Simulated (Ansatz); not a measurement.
Ni₃Ge:
Space group Pm-3m (No. 221); a = 3.533 Å, b = 3.533 Å, c = 3.533 Å, α = 90.00°, β = 90.00°, γ = 90.00°

| atom | site | symmetry | x | y | z |
|---|---|---|---|---|---|
| Ni | 3c | 4/mm.m | 0.0000 | 0.5000 | 0.5000 |
| Ge | 1a | m-3m | 0.0000 | 0.0000 | 0.0000 |

Relaxed with r²SCAN.

Which orbitals make up the states near the Fermi level in plane-wave PAW r²SCAN (Ansatz code)?

Within 0.5 eV of the Fermi level: Ni 3d 92 %. Projections are on Löwdin-orthogonalised atomic valence shells; empty p or d shells of many metals are not among them.

Tabulate the density of states.

States/eV per cell of 4 atoms, in 0.25 eV bins, energy from the Fermi level.

| E (eV) | total | Ni 3d | Ge 4p | Ni 4s |
|---|---|---|---|---|
| -7.85 | 0.25 | 0.02 | 0.12 | 0.10 |
| -7.60 | 0.37 | 0.03 | 0.18 | 0.14 |
| -7.35 | 0.49 | 0.05 | 0.24 | 0.18 |
| -7.10 | 0.63 | 0.08 | 0.30 | 0.21 |
| -6.85 | 0.80 | 0.12 | 0.38 | 0.25 |
| -6.60 | 1.15 | 0.20 | 0.54 | 0.32 |
| -6.35 | 1.38 | 0.29 | 0.63 | 0.35 |
| -6.10 | 1.44 | 0.38 | 0.62 | 0.33 |
| -5.85 | 1.28 | 0.36 | 0.56 | 0.25 |
| -5.60 | 1.33 | 0.43 | 0.58 | 0.23 |
| -5.35 | 1.77 | 0.68 | 0.72 | 0.27 |
| -5.10 | 1.63 | 0.76 | 0.56 | 0.22 |
| -4.85 | 1.01 | 0.50 | 0.36 | 0.11 |
| -4.60 | 1.38 | 0.80 | 0.41 | 0.13 |
| -4.35 | 1.85 | 1.07 | 0.59 | 0.14 |
| -4.10 | 5.73 | 3.73 | 1.73 | 0.16 |
| -3.85 | 5.76 | 4.53 | 0.67 | 0.44 |
| -3.60 | 3.80 | 2.82 | 0.21 | 0.64 |
| -3.35 | 2.81 | 2.48 | 0.16 | 0.12 |
| -3.10 | 6.86 | 6.38 | 0.14 | 0.22 |
| -2.85 | 6.49 | 6.07 | 0.08 | 0.17 |
| -2.60 | 5.16 | 4.74 | 0.11 | 0.12 |
| -2.35 | 10.16 | 9.57 | 0.22 | 0.10 |
| -2.10 | 6.88 | 6.21 | 0.32 | 0.10 |
| -1.85 | 3.05 | 2.75 | 0.15 | 0.04 |
| -1.60 | 6.08 | 5.84 | 0.07 | 0.06 |
| -1.35 | 12.51 | 12.16 | 0.09 | 0.12 |
| -1.10 | 13.44 | 12.81 | 0.13 | 0.31 |
| -0.85 | 9.79 | 8.96 | 0.18 | 0.22 |
| -0.60 | 5.61 | 4.74 | 0.15 | 0.20 |
| -0.35 | 3.95 | 3.82 | 0.02 | 0.03 |
| -0.10 | 3.39 | 3.34 | 0.03 | 0.00 |
| 0.15 | 0.85 | 0.72 | 0.11 | 0.01 |
| 0.40 | 1.30 | 0.96 | 0.27 | 0.03 |
| 0.65 | 3.22 | 2.27 | 0.70 | 0.14 |
| 0.90 | 2.07 | 1.26 | 0.55 | 0.12 |
| 1.15 | 1.64 | 0.88 | 0.50 | 0.12 |
| 1.40 | 1.40 | 0.67 | 0.46 | 0.11 |
| 1.65 | 1.26 | 0.54 | 0.44 | 0.11 |
| 1.90 | 1.18 | 0.46 | 0.43 | 0.11 |
| 2.15 | 1.09 | 0.39 | 0.41 | 0.11 |
| 2.40 | 1.05 | 0.35 | 0.41 | 0.11 |
| 2.65 | 0.98 | 0.30 | 0.39 | 0.12 |
| 2.90 | 0.90 | 0.25 | 0.37 | 0.12 |
| 3.15 | 0.80 | 0.21 | 0.33 | 0.11 |
| 3.40 | 0.74 | 0.18 | 0.31 | 0.12 |
| 3.65 | 0.73 | 0.16 | 0.30 | 0.12 |
| 3.90 | 0.66 | 0.14 | 0.27 | 0.11 |
| 4.15 | 0.54 | 0.10 | 0.22 | 0.09 |
| 4.40 | 0.55 | 0.10 | 0.17 | 0.15 |
| 4.65 | 0.86 | 0.16 | 0.14 | 0.41 |

The first step of the workflow began from a Materials Project structure, measured or hypothetical; the Crystallography Open Database copy checked does not list it. Whether it is the stable phase at ambient conditions was not checked. The r²SCAN relaxation kept the symmetry of its start; of distortions, only those at the zone centre were tested. No spin polarisation was allowed. Scalar-relativistic: spin–orbit coupling is off unless named, which matters more the heavier the elements.

Potentials: the later of the program's two PAW sets.
